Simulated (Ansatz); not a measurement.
TaTe (CsCl type, Pm-3m) at seven volumes, the program Ansatz at the PBEsol level (PAW), scaled uniformly. One row is withheld.

| V (Å³/atom) | P (GPa) |
|---|---|
| 17.526 | 18.87 |
| 18.104 | 11.50 |
| 18.682 | 5.27 |
| 19.260 | 0.00 |
| 19.838 | ? |
| 20.415 | -8.19 |
| 20.993 | -11.33 |

Question: Fit the shown pressures and predict the withheld one.

Answer: Third-order Birch–Murnaghan: P = (3/2)B₀(x^(7/2) − x^(5/2))[1 + (3/4)(B′ − 4)(x − 1)] with x = (V₀/V)^(2/3). Least squares on the six rows gives V₀ = 19.261 Å³/atom, B₀ = 160.7 GPa, B′ = 4.63. At V = 19.838, x = 0.9805 and P = -4.43 GPa. The run itself gave -4.44 GPa.

The start of the workflow was typed in or built on a structure type; neither database checked (COD, Materials Project) lists it. Its standing as an ambient phase is unchecked. The cell was relaxed with PBEsol under the symmetry of its start; whether a distortion lowers the energy is not shown. No spin polarisation was allowed. Scalar-relativistic: spin–orbit coupling is off unless named, which matters more the heavier the elements.

Potentials: the later of the program's two PAW sets.
